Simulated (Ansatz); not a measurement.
### Question
MgB2 in space group P6/mmm (No. 191; Mg on 1a, B on 2d) is relaxed with DFT-r²SCAN in the program Ansatz with PAW potentials. What lattice parameters of the conventional cell result?

### Answer
a = 3.065 Å, c = 3.523 Å.

### Question
Is it a metal or does it have a gap at this level?

### Answer
No gap at this level.

The r²SCAN relaxation kept the symmetry of its start; of distortions, only those at the zone centre were tested.

Potentials: the later of the program's two PAW sets.
